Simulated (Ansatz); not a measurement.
**SrCaLaBiO6: Field gradients at the nuclei**

The cell is a Materials Project structure (computed, not necessarily an observed phase) whose atoms were relaxed with PBE, the cell held.

```
CELL_PARAMETERS angstrom
5.90678 0.00000 0.00000
0.00000 6.12880 0.00000
-5.89446 0.00000 8.51657
ATOMIC_POSITIONS crystal
Sr 0.76366 0.79637 0.75132
Sr 0.76366 0.20363 0.25132
Ca 0.49953 0.75417 0.00105
Ca 0.49953 0.24583 0.50105
La 0.23582 0.30708 0.75449
La 0.23582 0.69292 0.25449
Bi 0.99989 0.24710 0.00065
Bi 0.99989 0.75290 0.50065
O 0.89279 0.95152 0.06585
O 0.12942 0.47532 0.43180
O 0.12942 0.52468 0.93180
O 0.89279 0.04848 0.56585
O 0.76624 0.44499 0.05216
O 0.23496 0.93539 0.44030
O 0.23496 0.06461 0.94030
O 0.76624 0.55501 0.55216
O 0.34045 0.69389 0.73759
O 0.63722 0.20224 0.76476
O 0.63722 0.79776 0.26476
O 0.34045 0.30611 0.23759
```

Sites (sets of like atoms) are named by element and the number of their first atom in this list.

Method: Kohn–Sham DFT in Ansatz, PBE, plane waves and PAW, scalar-relativistic, 420 eV cutoff, Γ-centred 5×4×3 k-points, Fermi–Dirac smearing 0.02 eV.

V_zz is the principal component of the electric field gradient with the largest magnitude, η = (V_xx − V_yy)/V_zz and C_Q = eQV_zz/h.

⁸⁷Sr: I = 9/2, Q = 305.0 mb; Ca-43: I = 7/2, Q = -40.80 mb; La-139: I = 7/2, Q = 206.0 mb; Bi-209: I = 9/2, Q = -516.0 mb; ¹⁷O: I = 5/2, Q = -25.58 mb. Nuclear quadrupole moments: year-2017 set (Pyykkö).

Problem. Give the quadrupolar parameters of the distinct sites.

Solution. 

```json
{"site": "Sr", "atoms (order as listed)": "1, 2", "first shell": "8 O at 2.50–3.07 Å", "V_xx, V_yy, V_zz (10²¹ V/m²)": "1.94, 3.94, -5.88", "η": "0.34", "C_Q (MHz)": "-43.3"}
{"site": "Ca", "atoms (order as listed)": "3, 4", "first shell": "6 O at 2.31–2.38 Å", "V_xx, V_yy, V_zz (10²¹ V/m²)": "-0.11, -0.88, 0.99", "η": "0.78", "C_Q (MHz)": "-0.977"}
{"site": "La", "atoms (order as listed)": "5, 6", "first shell": "6 O at 2.40–2.79 Å; also 2 O at 3.01–3.20 Å", "V_xx, V_yy, V_zz (10²¹ V/m²)": "1.54, 11.64, -13.17", "η": "0.77", "C_Q (MHz)": "-65.6"}
{"site": "Bi", "atoms (order as listed)": "7, 8", "first shell": "6 O at 2.12–2.16 Å", "V_xx, V_yy, V_zz (10²¹ V/m²)": "0.44, 5.11, -5.56", "η": "0.84", "C_Q (MHz)": "69.3"}
{"site": "O9", "atoms (order as listed)": "9, 12", "first shell": "1 Bi at 2.15 Å, 1 Ca at 2.35 Å, 1 La at 2.43 Å; also 2 Sr at 2.89–3.04 Å", "V_xx, V_yy, V_zz (10²¹ V/m²)": "-3.68, -5.45, 9.12", "η": "0.19", "C_Q (MHz)": "-5.64"}
{"site": "O10", "atoms (order as listed)": "10, 11", "first shell": "1 Bi at 2.15 Å, 1 Ca at 2.34 Å, 1 Sr at 2.52 Å, 1 La at 2.62 Å; also 1 La at 3.20 Å", "V_xx, V_yy, V_zz (10²¹ V/m²)": "-2.70, -5.69, 8.39", "η": "0.36", "C_Q (MHz)": "-5.19"}
{"site": "O13", "atoms (order as listed)": "13, 16", "first shell": "1 Bi at 2.12 Å, 1 Ca at 2.32 Å; also 1 Sr at 2.55 Å, 2 La at 2.79–3.01 Å", "V_xx, V_yy, V_zz (10²¹ V/m²)": "-2.89, -5.97, 8.86", "η": "0.35", "C_Q (MHz)": "-5.48"}
{"site": "O14", "atoms (order as listed)": "14, 15", "first shell": "1 Bi at 2.13 Å, 1 Ca at 2.31 Å, 1 La at 2.43 Å; also 2 Sr at 2.84–3.07 Å", "V_xx, V_yy, V_zz (10²¹ V/m²)": "-3.69, -5.03, 8.72", "η": "0.15", "C_Q (MHz)": "-5.40"}
{"site": "O17", "atoms (order as listed)": "17, 20", "first shell": "1 Bi at 2.14 Å, 1 Ca at 2.36 Å, 1 La at 2.48 Å, 1 Sr at 2.50 Å", "V_xx, V_yy, V_zz (10²¹ V/m²)": "-4.03, -4.99, 9.01", "η": "0.11", "C_Q (MHz)": "-5.58"}
{"site": "O18", "atoms (order as listed)": "18, 19", "first shell": "1 Bi at 2.16 Å, 1 Ca at 2.38 Å, 1 La at 2.40 Å, 1 Sr at 2.62 Å", "V_xx, V_yy, V_zz (10²¹ V/m²)": "-4.03, -4.62, 8.65", "η": "0.07", "C_Q (MHz)": "-5.35"}
```

At O9, O10, O14, O17 and O18 V_zz points along its shortest bond, to Bi (within 4°) in each case. At O13 V_zz points along the shorter of its two bonds, to Bi (within 2°).

Spin–orbit coupling is left out, which shifts gradients on Bi by a few per cent, and by more where contributions nearly cancel.
